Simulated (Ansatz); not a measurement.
A relaxation computed with Ansatz, from input to last step.

```yaml
crystal:
  lattice:
    - [2.5182681343, 0.0, 0.0]
    - [-1.2591340672, 2.1808841779, 0.0]
    - [0.0, 0.0, 4.1652395541]
  atoms:
    - { symbol: B, position: [0.6666666667, 0.3333333333, 0.999799591] }
    - { symbol: B, position: [0.3333333333, 0.6666666667, 0.499799591] }
    - { symbol: "N", position: [0.6666666667, 0.3333333333, 0.625200409] }
    - { symbol: "N", position: [0.3333333333, 0.6666666667, 0.125200409] }
basis:
  ecutwfc: 500
kpoints:
  mp_grid: { grid: [12, 12, 6] }
hamiltonian:
  xc: r2scan
scf:
  occupations: { method: gaussian, width: 0.02 }
output:
  forces: true
  stress: true
  eigenvalues: true
relax:
  adjacent_minimum: "off"
  f_tol: 0.01
  max_steps: 30
  cell: { stress_tol: 0.1, fix: [volume] }
```

```bash
ansatz run input.yaml --threads 1 --pin off --max-ram 2560MiB --backend cpu --events-out ev --progress --plain --runs-dir out
```

The calculation used Ansatz, DFT r2SCAN, scalar-relativistic, plane waves, PAW.

The volume is held at 0.97 times that of the relaxed cell.

Of 4 frames 3 are shown, positions in Å and forces in eV/Å; the SCF threshold varies from step to step. Steps run on the plane waves of an earlier cell, with a Pulay correction in the pressure. The basis is chosen afresh for the last frame, the zero of the energies, and at times for earlier ones too; energy and pressure step there, also at an unchanged geometry.

```xyz
4
Lattice="2.5183 0.0000 0.0000 -1.2591 2.1809 0.0000 0.0000 0.0000 4.1652" Properties=species:S:1:pos:R:3:forces:R:3 pbc="T T T" step=1 free_energy_over_end_meV_per_atom=0.01 pressure_GPa=12.62
B     1.2591    0.7270    4.1644    0.0000    0.0000   -0.0243
B     0.0000    1.4539    2.0818    0.0000    0.0000   -0.0243
N     1.2591    0.7270    2.6041    0.0000    0.0000    0.0243
N     0.0000    1.4539    0.5215    0.0000    0.0000    0.0243
4
Lattice="2.5179 0.0000 0.0000 -1.2589 2.1806 0.0000 0.0000 0.0000 4.1665" Properties=species:S:1:pos:R:3:forces:R:3 pbc="T T T" step=2 free_energy_over_end_meV_per_atom=0.00 pressure_GPa=12.61
B     1.2589    0.7269    4.1653    0.0000    0.0000   -0.0097
B     0.0000    1.4537    2.0821    0.0000    0.0000   -0.0097
N     1.2589    0.7269    2.6052    0.0000    0.0000    0.0097
N     0.0000    1.4537    0.5219    0.0000    0.0000    0.0097
4
Lattice="2.5181 0.0000 0.0000 -1.2591 2.1808 0.0000 0.0000 0.0000 4.1656" Properties=species:S:1:pos:R:3:forces:R:3 pbc="T T T" step=4 free_energy_over_end_meV_per_atom=0.00 pressure_GPa=12.61
B     1.2591    0.7269    4.1643    0.0000    0.0000    0.0005
B     0.0000    1.4539    2.0815    0.0000    0.0000    0.0005
N     1.2591    0.7269    2.6048    0.0000    0.0000   -0.0005
N     0.0000    1.4539    0.5220    0.0000    0.0000   -0.0005
```

The run took 8.8 s on 1 thread of Intel(R) Xeon(R) 6975P-C (Granite Rapids), with other jobs on the host, peak memory 0.43 GiB.